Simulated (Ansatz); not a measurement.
KI:
```
KI
1.0
    0.00000     3.59117     3.59117
    3.59117     0.00000     3.59117
    3.59117     3.59117     0.00000
K I
1 1
Direct
  0.00000   0.00000   0.00000
  0.50000   0.50000   0.50000
```

Relaxed with PBE. Special points in fractions of this cell's reciprocal vectors: Γ (0.000, 0.000, 0.000); X (0.500, 0.000, 0.500); U (0.625, 0.250, 0.625); K (0.375, 0.375, 0.750); L (0.500, 0.500, 0.500); W (0.500, 0.250, 0.750).

Q: List the band energies nearest the valence-band maximum at these points for the program Ansatz at the PBE level (PAW).

A: In eV from the valence-band maximum; about four levels below and three above (degenerate sets whole), none deeper than 8.9 eV; points with the same levels are listed once.

```json
[
 {"k": "Γ", "below": "0.00 0.00 0.00", "above": "3.86 6.52 6.52 6.52"},
 {"k": "X", "below": "-0.92 -0.34 -0.34", "above": "5.02 5.66 8.05"},
 {"k": "U", "below": "-0.79 -0.69 -0.35", "above": "5.63 6.50 7.50"},
 {"k": "L", "below": "-1.21 -0.30 -0.30", "above": "5.47 7.56 8.06 8.06"},
 {"k": "W", "below": "-0.67 -0.67 -0.54", "above": "6.44 6.44 6.51"}
]
```

Space group Fm-3m (rock salt). The PBE relaxation kept the symmetry of its start; phonons on a q-mesh show no instability. Spin–orbit coupling is left out wherever it is not named.

Potentials: the later of the program's two PAW sets.
